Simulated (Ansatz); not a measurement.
## NMR crystallography of GaN with an N vacancy: given against relaxed positions

Start: a supercell of GaN (wurtzite type, P6_3mc) built from an entry of the Crystallography Open Database (COD) (the entry's cell lengths or inner coordinates differ somewhat from later room-temperature determinations), with all atoms left at the host's positions.

```cif
data_structure
_symmetry_space_group_name_H-M 'P 1'
_symmetry_Int_Tables_number 1
_cell_length_a 6.3600
_cell_length_b 6.3600
_cell_length_c 10.3320
_cell_angle_alpha 90.000
_cell_angle_beta 90.000
_cell_angle_gamma 120.000
_cell_volume 361.93
loop_
_atom_site_label
_atom_site_type_symbol
_atom_site_fract_x
_atom_site_fract_y
_atom_site_fract_z
_atom_site_occupancy
Ga1 Ga 0.16667 0.33333 0.00000 1
Ga2 Ga 0.16667 0.33333 0.50000 1
Ga3 Ga 0.16667 0.83333 0.00000 1
Ga4 Ga 0.16667 0.83333 0.50000 1
Ga5 Ga 0.66667 0.33333 0.00000 1
Ga6 Ga 0.66667 0.33333 0.50000 1
Ga7 Ga 0.66667 0.83333 0.00000 1
Ga8 Ga 0.66667 0.83333 0.50000 1
Ga9 Ga 0.33333 0.16667 0.25000 1
Ga10 Ga 0.33333 0.16667 0.75000 1
Ga11 Ga 0.33333 0.66667 0.25000 1
Ga12 Ga 0.33333 0.66667 0.75000 1
Ga13 Ga 0.83333 0.16667 0.25000 1
Ga14 Ga 0.83333 0.16667 0.75000 1
Ga15 Ga 0.83333 0.66667 0.25000 1
Ga16 Ga 0.83333 0.66667 0.75000 1
N17 N 0.16667 0.33333 0.68750 1
N18 N 0.16667 0.83333 0.18750 1
N19 N 0.16667 0.83333 0.68750 1
N20 N 0.66667 0.33333 0.18750 1
N21 N 0.66667 0.33333 0.68750 1
N22 N 0.66667 0.83333 0.18750 1
N23 N 0.66667 0.83333 0.68750 1
N24 N 0.33333 0.16667 0.43750 1
N25 N 0.33333 0.16667 0.93750 1
N26 N 0.33333 0.66667 0.43750 1
N27 N 0.33333 0.66667 0.93750 1
N28 N 0.83333 0.16667 0.43750 1
N29 N 0.83333 0.16667 0.93750 1
N30 N 0.83333 0.66667 0.43750 1
N31 N 0.83333 0.66667 0.93750 1
```

Sites (sets of like atoms) are named by element and the number of their first atom in this list.

Computed with Ansatz: DFT, PBE, plane waves and PAW, scalar-relativistic, collinear spin, 420 eV cutoff, Γ-centred 4×4×2 k-points, Fermi–Dirac smearing 0.01 eV, cell charge +2. Start moments as typed (μB): 0.5 0 0 0 0 0 0 0 0.5 0 0.5 0 0.5 0 0 0 0 0 0 0 0 0 0 0 0 0 0 0 0 0 0 by atom.

The largest force at the start is 0.69 eV/Å. Relaxing the ions at fixed cell moves them by 0.270 Å at most (atom 1, Ga) and 0.065 Å rms.

```
site  atom  moved (Å)   first shell before    first shell after  V_zz before (10²¹ V/m²)  η before
 Ga1     1      0.270        3 N at 1.95 Å        3 N at 1.88 Å                    14.00      0.00
 Ga3     3      0.031   4 N at 1.94–1.95 Å   4 N at 1.92–1.96 Å                    -0.36      0.63
 Ga4     4      0.027   4 N at 1.94–1.95 Å   4 N at 1.93–1.96 Å                    -0.81      0.57
 Ga9     9      0.119   3 N at 1.94–1.95 Å   3 N at 1.90–1.93 Å                    12.93      0.13
Ga10    10      0.033   4 N at 1.94–1.95 Å   4 N at 1.93–1.99 Å                     0.30      0.90
Ga16    16      0.005   4 N at 1.94–1.95 Å   4 N at 1.94–1.95 Å                    -0.99      0.00
 N17    17      0.029  4 Ga at 1.94–1.95 Å       4 Ga at 1.94 Å                    -0.68      0.00
 N18    18      0.017  4 Ga at 1.94–1.95 Å  4 Ga at 1.93–1.96 Å                     2.65      0.15
 N19    19      0.013  4 Ga at 1.94–1.95 Å  4 Ga at 1.93–1.94 Å                    -0.63      0.25
 N24    24      0.011  4 Ga at 1.94–1.95 Å  4 Ga at 1.90–1.96 Å                     1.41      0.15
 N25    25      0.030  4 Ga at 1.94–1.95 Å  4 Ga at 1.88–1.99 Å                     1.54      0.24
 N30    30      0.013  4 Ga at 1.94–1.95 Å  4 Ga at 1.92–1.93 Å                    -0.44      0.00
```

Problem. What are V_zz and η after the relaxation?

Solution. 

```csv
site,atom,V_zz after,η after,change of V_zz
Ga1,1,24.1,0.00,+10.10
Ga3,3,2.65,0.63,–
Ga4,4,-2.16,0.89,-1.35
Ga9,9,18.20,0.17,+5.27
Ga10,10,4.15,0.24,+3.85
Ga16,16,0.73,0.00,+1.72
N17,17,0.52,0.00,+1.20
N18,18,2.69,0.56,+0.04
N19,19,0.40,0.41,+1.03
N24,24,1.70,0.33,+0.29
N25,25,1.33,0.41,-0.21
N30,30,0.28,0.00,+0.72
```

The largest change of V_zz along a kept axis is on Ga1, from 14.00 to 24.1. Small gradients that grow severalfold: Ga3 (-0.36 to 2.65), Ga10 (0.30 to 4.15). In per cent, |V_zz| changes by +41 to +72 on Ga, +2 on N (all sites that start above 2). Where |V_zz| stays above 0.1 and the axes keep their order, η moves most on N18, from 0.15 to 0.56. On N25, N24, Ga10 V_xx and V_yy change places (or their axes turn by over 50°), so the two values of η hide a larger change. V_zz changes sign on Ga16 (same axis), N17 (same axis), N19 (same axis), N30 (same axis). On Ga3 the largest principal value lies along another axis in the second run, so the two V_zz can't be compared directly. The table leaves out 3 of the 15 sites, with |V_zz| up to 2.53; their tensors move by 1.45 at most along any direction. The statements above cover all sites. The electronic state changes along with the positions (absolute moment from 0.4 to 0.1 μB), so the changes aren't those of geometry alone. The host's own positions weren't relaxed first, so part of the change far from the defect can be the host's relaxation.

The defect repeats with the cell of 31 atoms, so it feels its images: sites between two images don't show the values beside a lone defect, and zeros or small values of η there can come from the images' arrangement. Ga and N carry a gradient in the pure host already, so the values there aren't the defect's effect alone. A uniform background compensates the cell's charge. The defect cell has no gap above 0.1 eV on its mesh, so the values can hang on the smearing and the k-mesh.
Before: The cell keeps the host's lattice, where the PBE pressure is 9 GPa (in a charged cell this depends on the convention for the mean potential). The neighbours have not yet relaxed around the defect (largest force 0.69 eV/Å), so a real crystal will differ.
After: The relaxation keeps the symmetry of the vacancy's site, so distortions that break it, Jahn–Teller ones too, aren't explored. The cell keeps the host's lattice, where the PBE pressure is 11 GPa (in a charged cell this depends on the convention for the mean potential). The run lost most of its start moments on Ga; a state with other moments may lie lower.
